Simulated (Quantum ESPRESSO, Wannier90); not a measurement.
## BaAlSiH (P3m1), plane waves to Wannier functions

```xyz
4
Lattice="4.3342 0.0000 0.0000 -2.1671 3.7536 0.0000 0.0000 0.0000 5.2626" Properties=species:S:1:pos:R:3 pbc="T T T"
Ba     0.0000     0.0000     0.0023
Al    -2.1671     1.2512     2.4484
Si     2.1671    -1.2512    -2.4086
H     -2.1671     1.2512     0.7100
```

Cell from Materials Project (mp-571093), symmetrised, no further relaxation. Not found in the COD (Crystallography Open Database) copy used; not checked further. Method: PBEsol plane waves in Quantum ESPRESSO 7.5 (PseudoDojo norm-conserving files, 58 Ry, no spin polarisation, no spin-orbit coupling), Bloch states on a 9×9×6 mesh through Γ, Wannier90 4.0.1. Density: 12×12×6 mesh, Gaussian smearing 0.01 Ry. Spin-orbit coupling is left out although heavy elements are present.

Band 5 is isolated and gives one Wannier function a cell (Si3 3s 46 %, Al2 3s 19 %, Al2 3p 17 %; spread 4.60 Å²). Its on-site energy is ε = -7.354 eV relative to the valence-band maximum, and its hoppings t(R) = t(−R) to the nearer images are (images within this range that aren't listed have |t| under 5 meV):

```csv
R (lattice vectors; −R alike),distance (Å),t (eV)
0 1 0,4.33,-0.186
1 0 0,4.33,-0.186
1 1 0,4.33,-0.186
0 0 1,5.26,-0.019
0 1 -1,6.82,-0.035
0 1 1,6.82,-0.035
1 0 -1,6.82,-0.035
1 0 1,6.82,-0.035
1 1 -1,6.82,-0.035
1 1 1,6.82,-0.035
```

### Question
Work out the band energy at Γ, M, K, A from these numbers.

### Answer
For one orbital E(k) = ε + Σ_R 2 t(R) cos(2π k·R), the sum over the listed R.
- Γ, k = (0.000, 0.000, 0.000): E = -7.354 + (-0.186)·(6.00) + (-0.019)·(2.00) + (-0.035)·(12.00) = -8.93 eV; pw.x: -8.68 eV
- M, k = (0.500, 0.000, 0.000): E = -7.354 + (-0.186)·(-2.00) + (-0.019)·(2.00) + (-0.035)·(-4.00) = -6.88 eV; pw.x: -6.74 eV
- K, k = (0.333, 0.333, 0.000): E = -7.354 + (-0.186)·(-3.00) + (-0.019)·(2.00) + (-0.035)·(-6.00) = -6.62 eV; pw.x: -6.43 eV
- A, k = (0.000, 0.000, 0.500): E = -7.354 + (-0.186)·(6.00) + (-0.019)·(-2.00) + (-0.035)·(-12.00) = -8.01 eV; pw.x: -7.84 eV

At these points the listed shells miss the plane-wave band by up to 0.25 eV, of a width of 2.25 eV on the path. With all its hoppings the model misses the band by 14 meV at worst on the whole path, so most of the miss comes from the hoppings not listed.
